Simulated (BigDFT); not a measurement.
A self-consistent single point of the molecule C2H5ClF2Si.

```xyz
11

F     -0.6948     1.7151    -0.0637
C     -0.2890     0.4965    -0.4194
Si     1.4733     0.2270     0.2374
C     -1.2891    -0.4628     0.0424
F     -1.3081    -0.5693     1.4130
Cl    -1.2846    -2.0912    -0.6324
H     -0.2732     0.4351    -1.4956
H      2.3899     1.2427    -0.3686
H      1.5534     0.2842     1.6830
H      1.9818    -1.1224    -0.2021
H     -2.3692    -0.1123    -0.1619
```
Charge 0, spin multiplicity 1.

Level of theory: revPBE, Daubechies wavelet basis, HGH (Krack) norm-conserving potentials made for PBE, isolated boundary conditions in BigDFT.

BigDFT settings:

basis: Daubechies wavelets
dft.hgrids: 0.324 bohr
dft.rmult: 5 8
dft.ixc: -102130
psppar.Pseudopotential XC: 11
potentials: built-in HGH-K PBE
boundary_conditions: free
dft.gnrm_cv: 1e-04
dft.itermax: 80
dft.idsx: 6
dft.nrepmax: 3

Results:

| Property | Result |
|---|---|
| Number of valence electrons | 38 |
| Number of orbitals | 19 |
| Size of the basis | 212765 |
| Number of SCF iterations | 15 |
| Grid steps along x, y, z | 72 × 61 × 63 |
| Total energy | -2225.8174 eV |
| Largest force (vector length) | 3.969 eV/Å |
| Dipole moment | 1.33 D |
| Highest occupied level | -7.30 eV |

Forces (eV/Å):
```json
[
 {"atom": "F1", "Fx": "-1.326", "Fy": "2.766", "Fz": "1.088"},
 {"atom": "C2", "Fx": "1.851", "Fy": "-1.742", "Fz": "-0.881"},
 {"atom": "Si3", "Fx": "1.155", "Fy": "-0.642", "Fz": "-0.701"},
 {"atom": "C4", "Fx": "-3.935", "Fy": "-0.402", "Fz": "0.329"},
 {"atom": "F5", "Fx": "0.248", "Fy": "0.008", "Fz": "1.248"},
 {"atom": "Cl6", "Fx": "0.616", "Fy": "-0.349", "Fz": "-0.430"},
 {"atom": "H7", "Fx": "0.211", "Fy": "-0.078", "Fz": "-0.969"},
 {"atom": "H8", "Fx": "-0.145", "Fy": "-0.021", "Fz": "-0.026"},
 {"atom": "H9", "Fx": "-0.029", "Fy": "0.188", "Fz": "0.590"},
 {"atom": "H10", "Fx": "-0.143", "Fy": "0.227", "Fz": "0.043"},
 {"atom": "H11", "Fx": "1.498", "Fy": "0.046", "Fz": "-0.290"}
]
```

For comparison: a first run (DFT, LDA (Teter-Pade), Daubechies wavelet basis, HGH (Krack) norm-conserving potentials made for LDA, isolated boundary conditions) was changed to give this one (dft.hgrids: 0.31 bohr → 0.324 bohr; dft.ixc: 1 → -102130; pseudopotentials: built-in HGH-K LDA → built-in HGH-K PBE; psppar.Pseudopotential XC: default → 11), and from it to this one the largest force goes from 3.498 to 3.969 eV/Å.

The grid can part forces that symmetry would make equal. Forces above 1 eV/Å remain at this geometry. The potentials were made for another functional than the one used. The geometry comes from a cheaper method or was typed, in some cases with atoms then moved at random; it is not relaxed at this level, and the species need not be a known compound.

Cost on one core: roughly 3.0 core-minutes.
